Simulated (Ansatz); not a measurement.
AlBO3:
```cif
data_Al2B2O6
_chemical_formula_sum 'Al2 B2 O6'
_space_group_name_H-M_alt 'P 1'
_space_group_IT_number 1
_cell_length_a 5.25889
_cell_length_b 5.25889
_cell_length_c 5.25889
_cell_angle_alpha 50.237
_cell_angle_beta 50.237
_cell_angle_gamma 50.237
loop_
_space_group_symop_operation_xyz
  'x, y, z'
loop_
_atom_site_label
_atom_site_type_symbol
_atom_site_fract_x
_atom_site_fract_y
_atom_site_fract_z
_atom_site_occupancy
Al1 Al 0.50000 0.50000 0.50000 1
Al2 Al 0.00000 0.00000 0.00000 1
B1 B 0.75000 0.75000 0.75000 1
B2 B 0.25000 0.25000 0.25000 1
O1 O 0.75000 0.44149 0.05851 1
O2 O 0.25000 0.55851 0.94149 1
O3 O 0.05851 0.75000 0.44149 1
O4 O 0.94149 0.25000 0.55851 1
O5 O 0.44149 0.05851 0.75000 1
O6 O 0.55851 0.94149 0.25000 1
```

Relaxed with r²SCAN.

Problem. Which orbitals make up the states near the band edges in r²SCAN (plane waves, PAW; program Ansatz)?

Solution. Top 1 eV of the valence band: O 2p 96 %. Bottom 1 eV of the conduction band: B 2p 68 %, O 2p 15 %, Al 3s 6 %. Projections are on Löwdin-orthogonalised atomic valence shells; empty p or d shells of many metals are not among them.

Problem. Tabulate the density of states.

Solution. States/eV per cell of 10 atoms, in 0.25 eV bins, energy from the valence-band maximum.

```
E (eV)  total  O 2p  B 2p  Al 3p
------  -----  ----  ----  -----
-7.85    0.11  0.08  0.01   0.00
-7.60    2.92  2.12  0.18   0.07
-7.35    4.53  3.29  0.25   0.16
-7.10    4.64  3.40  0.21   0.20
-6.85    3.71  2.71  0.19   0.17
-6.60    4.28  3.10  0.35   0.26
-6.35    4.25  3.09  0.40   0.22
-6.10    6.62  4.84  0.75   0.38
-5.85    6.41  4.67  0.81   0.37
-5.60    4.28  3.10  0.59   0.26
-5.35    4.61  3.37  0.59   0.27
-5.10    3.63  2.70  0.45   0.19
-4.85    3.03  2.31  0.38   0.19
-4.60    3.74  2.85  0.47   0.25
-4.35    2.83  2.16  0.33   0.18
-4.10    1.95  1.53  0.18   0.11
-3.85    2.98  2.41  0.19   0.18
-3.60    4.39  3.62  0.26   0.22
-3.35    4.41  3.71  0.27   0.16
-3.10    3.54  3.04  0.19   0.13
-2.85    7.96  6.94  0.29   0.45
-2.60    6.91  6.15  0.18   0.37
-2.35    6.02  5.50  0.13   0.20
-2.10    6.23  5.80  0.10   0.16
-1.85    4.87  4.61  0.06   0.07
-1.60    2.86  2.73  0.03   0.03
-1.35    4.19  4.02  0.04   0.04
-1.10    8.95  8.61  0.09   0.08
-0.85    5.04  4.82  0.09   0.04
-0.60    5.03  4.82  0.10   0.03
-0.35    7.74  7.47  0.14   0.03
-0.10    1.33  1.30  0.01   0.00
0.15     0.00  0.00  0.00   0.00
0.40     0.00  0.00  0.00   0.00
0.65     0.00  0.00  0.00   0.00
0.90     0.00  0.00  0.00   0.00
1.15     0.00  0.00  0.00   0.00
1.40     0.00  0.00  0.00   0.00
1.65     0.00  0.00  0.00   0.00
1.90     0.00  0.00  0.00   0.00
2.15     0.00  0.00  0.00   0.00
2.40     0.00  0.00  0.00   0.00
2.65     0.00  0.00  0.00   0.00
2.90     0.00  0.00  0.00   0.00
3.15     0.00  0.00  0.00   0.00
3.40     0.00  0.00  0.00   0.00
3.65     0.00  0.00  0.00   0.00
3.90     0.00  0.00  0.00   0.00
4.15     0.00  0.00  0.00   0.00
4.40     0.00  0.00  0.00   0.00
4.65     0.00  0.00  0.00   0.00
4.90     0.00  0.00  0.00   0.00
5.15     0.00  0.00  0.00   0.00
5.40     0.00  0.00  0.00   0.00
5.65     0.00  0.00  0.00   0.00
5.90     0.00  0.00  0.00   0.00
6.15     0.00  0.00  0.00   0.00
6.40     0.00  0.00  0.00   0.00
6.65     0.00  0.00  0.00   0.00
6.90     0.19  0.02  0.13   0.00
7.15     0.94  0.13  0.67   0.01
7.40     1.67  0.26  1.19   0.04
7.65     2.87  0.45  1.92   0.11
7.90     2.83  0.45  1.82   0.14
8.15     2.47  0.39  1.50   0.15
8.40     2.57  0.43  1.45   0.17
8.65     2.12  0.37  1.14   0.15
8.90     1.14  0.19  0.51   0.09
9.15     0.85  0.12  0.22   0.10
9.40     0.70  0.09  0.11   0.11
9.65     0.73  0.09  0.05   0.14
9.90     0.90  0.11  0.06   0.18
10.15    1.33  0.16  0.08   0.28
10.40    1.74  0.20  0.10   0.40
10.65    1.27  0.16  0.08   0.28
10.90    2.78  0.33  0.17   0.66
11.15    2.64  0.31  0.18   0.60
11.40    3.09  0.36  0.26   0.65
11.65    3.49  0.42  0.27   0.77
```

Space group R-3c. The first step of the workflow began from a Materials Project structure, measured or hypothetical; the Crystallography Open Database files this formula in space group No. 167, but the cells were not matched. Whether it is the stable phase at ambient conditions was not checked. Symmetry was held in the r²SCAN relaxation; whether a distortion lowers the energy is not shown.

Potentials: the later of the program's two PAW sets.
